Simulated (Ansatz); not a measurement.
BaAl$_{2}$Ge$_{2}$:
```
CELL_PARAMETERS angstrom
     -2.12439     2.12439     6.22888
      2.12439    -2.12439     6.22888
      2.12439     2.12439    -6.22888
ATOMIC_POSITIONS crystal
  Ge 0.36980 0.36980 0.00000
  Ge 0.63020 0.63020 0.00000
  Ba 0.00000 0.00000 0.00000
  Al 0.75000 0.25000 0.50000
  Al 0.25000 0.75000 0.50000
```

Relaxed with PBEsol. Special points in fractions of this cell's reciprocal vectors: Γ (0.000, 0.000, 0.000); X (0.000, 0.000, 0.500); P (0.250, 0.250, 0.250); N (0.000, 0.500, 0.000); M (0.500, 0.500, -0.500); S (0.279, 0.721, -0.279); S0 (-0.279, 0.279, 0.279); R (-0.058, 0.058, 0.500); G (0.500, 0.500, -0.058).

List the band energies nearest the Fermi level at these points for DFT-PBEsol with spin–orbit coupling in the program Ansatz with PAW potentials.

In eV from the Fermi level; about four levels below and three above (degenerate sets whole), none deeper than 8.9 eV; points with the same levels are listed once.

```json
[
 {"k": "Γ", "below": "-0.19 -0.19 -0.16 -0.16", "above": "0.04 0.04 2.31 2.31"},
 {"k": "X", "below": "-2.50 -2.50 -1.68 -1.68", "above": "0.51 0.51 1.93 1.93"},
 {"k": "P", "below": "-2.83 -2.83 -2.09 -2.09", "above": "1.60 1.60 2.17 2.17"},
 {"k": "N", "below": "-1.28 -1.28 -1.20 -1.20", "above": "0.55 0.55 1.20 1.20"},
 {"k": "M", "below": "-0.57 -0.57 -0.45 -0.45", "above": "1.93 1.93 2.08 2.08"},
 {"k": "S", "below": "-1.00 -1.00 -0.42 -0.42", "above": "0.41 0.41 0.72 0.72"},
 {"k": "R", "below": "-2.59 -2.59 -1.73 -1.73", "above": "0.70 0.70 2.07 2.07"}
]
```

Space group I4/mmm. The workflow started from an entry of the Crystallography Open Database (COD), which files this formula under 2 space groups. Whether it is the stable phase at ambient conditions was not checked. The cell was relaxed with PBEsol under the symmetry of its start; whether a distortion lowers the energy is not shown.

Potentials: the later of the program's two PAW sets.
